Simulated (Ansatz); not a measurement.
**Harmonic thermodynamics of Al$_{6}$CoNi$_{5}$**

Theory: DFT PBE, scalar-relativistic, plane waves, PAW (Ansatz). Cutoff 420 eV, 10×10×6 k-points (Γ-centred), Fermi-Dirac smearing of 0.15 eV. No spin polarisation. Phonons by linear response, acoustic sum rule imposed.

The cell, relaxed at this level:
```
Al Co Ni
1.0
     4.07799    0.00000    0.00000
     0.00000    4.07799    0.00000
     0.00000    0.00000    8.69792
Al Co Ni
6 1 5
Direct
  0.00000 0.50000 0.16515
  0.00000 0.50000 0.50000
  0.00000 0.50000 0.83485
  0.50000 0.00000 0.16515
  0.50000 0.00000 0.50000
  0.50000 0.00000 0.83485
  0.00000 0.00000 0.00000
  0.00000 0.00000 0.33128
  0.00000 0.00000 0.66872
  0.50000 0.50000 0.00000
  0.50000 0.50000 0.33379
  0.50000 0.50000 0.66621
```

It was reached by relaxing an invented guess, and it needn't be the stable form of this composition. In a metal, frequencies and elastic constants depend on the k mesh and the smearing, soft modes and shear constants most. Some empty bands missed the eigensolver's threshold. The q mesh is coarse, so values between its points are rough.

Force constants from linear response on a 2×2×1 q mesh, interpolated to a fine mesh.

Q: How much zero-point energy does an atom carry?

A: 42.6 meV.

Q: How large are the vibrational entropy and heat capacity at 300 K?

A: S = 3.13 k_B and C_V = 2.69 k_B per atom, 90 % of the Dulong–Petit value.

Q: Tabulate them against temperature.

A:
```csv
T (K),F_vib (meV/atom),S (k_B/atom),C_V (k_B/atom)
100,40.5,0.77,1.40
200,28.0,2.10,2.37
300,5.2,3.13,2.69
400,-25.3,3.92,2.82
500,-61.9,4.56,2.88
600,-103.6,5.09,2.92
700,-149.4,5.54,2.94
800,-198.9,5.93,2.95
900,-251.5,6.28,2.96
1000,-307.0,6.59,2.97
```
